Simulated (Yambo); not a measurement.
# Excitons in K₂S

```
K2S
1.0
    0.00000     3.66718     3.66718
    3.66718     0.00000     3.66718
    3.66718     3.66718     0.00000
S K
1 2
Direct
  0.00000   0.00000   0.00000
  0.75000   0.75000   0.75000
  0.25000   0.25000   0.25000
```

Cell and atoms were relaxed with PBEsol from Materials Project entry mp-1022, within its symmetry.

BSE in Yambo on PBEsol (Quantum ESPRESSO, PseudoDojo norm-conserving, 74 Ry, without SOC) bands: 8×8×8 mesh, 3 valence and 9 conduction bands, static screening with 47 bands and a 4 Ry block, scissor 1.83 eV, Tamm-Dancoff; field along x.

| state | energy (eV) | states within 2 meV | relative strength | class | main transitions |
|---|---|---|---|---|---|
| 1 | 3.84 | 3 | 1.00 | strong | several band pairs |
| 2 | 4.16 | 3 | 0.26 | strong | several band pairs |
| 3 | 4.21 | 3 | < 0.01 | dark | several band pairs |
| 4 | 4.29 | 3 | < 0.01 | dark | several band pairs |
| 5 | 4.32 | 2 | < 0.01 | dark | several band pairs |
| 6 | 4.35 | 3 | < 0.01 | dark | several band pairs |
| 7 | 4.41 | 5 | < 0.01 | dark | several band pairs |

These are vertical excitations (zero momentum); the indirect quasiparticle gap, about 4.22 eV, is smaller than the direct one (4.40 eV on the GW mesh). The direct quasiparticle gap on this mesh is 4.40 eV; counted from there, state 1 is bound by 0.56 eV. Convergence with the mesh was not shown.

States at or above the direct gap are the continuum as this mesh samples it, not bound excitons.

Spin singlets only. Strengths are relative to the strongest of the lowest states of this run; strong means a line over 3 % of the spectrum's maximum, dark under 0.03 %. Absolute energies carry the error of the G0W0 scissor, whose convergence isn't established.
